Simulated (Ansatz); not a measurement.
A crystal relaxed with r2SCAN in the PAW code Ansatz has space group R-3m:H (No. 166) and a = 4.218 Å, c = 21.594 Å.

| atom | site | x | y | z |
| --- | --- | --- | --- | --- |
| Xx | 3a | 0.0000 | 0.0000 | 0.0000 |
| K | 3b | 0.6667 | 0.3333 | 0.8333 |
| Br | 6c | 0.3333 | 0.6667 | 0.9310 |

The r2SCAN gap is direct at Γ: 5.12 eV. With HSE06 the gap is 5.59 eV and direct, at Γ. PBE gives a direct gap of 4.42 eV at Γ. Meshes: r2SCAN 8×8×8, HSE06 6×6×6, PBE 8×8×8. r2SCAN's ε∞ is 2.8 along all three axes, to this precision.

Q: Which element is Xx?
A. Cs
B. Rb
C. H
D. Li

A: D. Xx is Li: KLiBr₂, ordered on the rocksalt lattice (R-3m) with 4 atoms a cell. Around Li lie 6 Br at 2.86 Å; around K lie 6 Br at 3.22 Å; around Br lie 3 Li at 2.86 Å and 3 K at 3.22 Å.

The calculation is spin-unpolarised, and the structure need not be a phase that has been made.

The runs are scalar-relativistic, without spin-orbit coupling.
